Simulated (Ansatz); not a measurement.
The relaxed structure here is a generated cell of FeGe2: the first start was made by placing the elements on the sites of a structure type, and the end was not matched to a known phase here, so it may be hypothetical.

Relaxation of a generated cell, FeGe2 placed in the AFLOW prototype A2B_cF24_227_d_a (C15, as in MgCu2); 6 atoms in the cell, which starts as Fd-3m, origin choice 1 (No. 227), cF24; a = b = c = 6.8776 Å, α = β = γ = 90.00°. Method: r2SCAN (plane waves to 500 eV, PAW, scalar-relativistic; Ansatz, an electronic-structure program). Γ-centred k-mesh 8×8×8 on the run's cell, Fermi–Dirac smearing 0.05 eV. This is the first round of the run. Spin-polarised start, with parallel moments on Fe.

The optimiser's lines from the output (shortened; P is positive under compression):

```
relax step   1: F+E_penalty+E_count = -26176.15406346 eV  Δ(F+E_penalty+E_count) = +0.000e0 eV  max|allowed force component| = 1.079e-17 eV/Å  Δτ_max = 0.0000 Å  P = +31.833 GPa  Ω = 81.331 Å³  (17 SCF iters, dr2 threshold 1.00e-7 eV, accepted)
relax step   2: F+E_penalty+E_count = -26177.68059905 eV  Δ(F+E_penalty+E_count) = -1.527e0 eV  max|allowed force component| = 6.708e-17 eV/Å  Δτ_max = 0.0000 Å  P = +10.063 GPa  Ω = 93.815 Å³  (16 SCF iters, dr2 threshold 6.00e-7 eV, accepted)
relax step   3: F+E_penalty+E_count = -26177.95195053 eV  Δ(F+E_penalty+E_count) = -2.714e-1 eV  max|allowed force component| = 4.626e-17 eV/Å  Δτ_max = 0.0000 Å  P = +2.767 GPa  Ω = 100.963 Å³  (12 SCF iters, dr2 threshold 6.00e-7 eV, accepted)
relax step   4: F+E_penalty+E_count = -26177.97912547 eV  Δ(F+E_penalty+E_count) = -2.717e-2 eV  max|allowed force component| = 2.776e-17 eV/Å  Δτ_max = 0.0000 Å  P = +0.405 GPa  Ω = 103.966 Å³  (11 SCF iters, dr2 threshold 6.00e-7 eV, accepted)
relax step   5: F+E_penalty+E_count = -26177.97947279 eV  Δ(F+E_penalty+E_count) = -3.473e-4 eV  max|allowed force component| = 2.930e-17 eV/Å  Δτ_max = 0.0000 Å  P = +0.006 GPa  Ω = 104.521 Å³  (9 SCF iters, dr2 threshold 4.10e-7 eV, accepted)
relax step   6: F+E_penalty+E_count = -26178.00203689 eV  Δ(F+E_penalty+E_count) = -2.256e-2 eV  max|allowed force component| = 3.662e-17 eV/Å  Δτ_max = 0.0000 Å  P = +0.009 GPa  Ω = 104.521 Å³  stress off target by 9.04e-3 GPa  SCF on the basis re-selected at this cell (its energy is not comparable with the rows above)  (25 SCF iters)
```

From the first to the last row the energy changes by -0.31 eV/atom and the volume by +28.5 %. The last row is marked as not comparable with the walk above it, whose basis was carried along; it does compare with step 1, since both stand on a basis selected at the nominal cutoff for their own cell.

Later rounds, restarted from the end of this one on a renewed k-mesh, logged 3 more steps and released under 0.01 eV/atom more. The final structure after all rounds: Fd-3m, origin choice 1 (No. 227), cF24, cubic Laves (MgCu2 type); a = 7.4800 Å, b = 7.4800 Å, c = 7.4800 Å, α = 90.00°, β = 90.00°, γ = 90.00°. Between re-selections the logged energies stand on a plane-wave basis carried along with the cell. Spin state reached: ferromagnetic (net 1.06 μB/atom), from parallel starting moments; other spin orders were not run from this start. r2SCAN tends to overstate moments in metals. The program's look for a lower electronic state was skipped, cut short or left open in this run.

The run could not lose the symmetry of its start, so the end can be a saddle point.

All atoms sit on sites fixed by symmetry, so only the cell could relax.
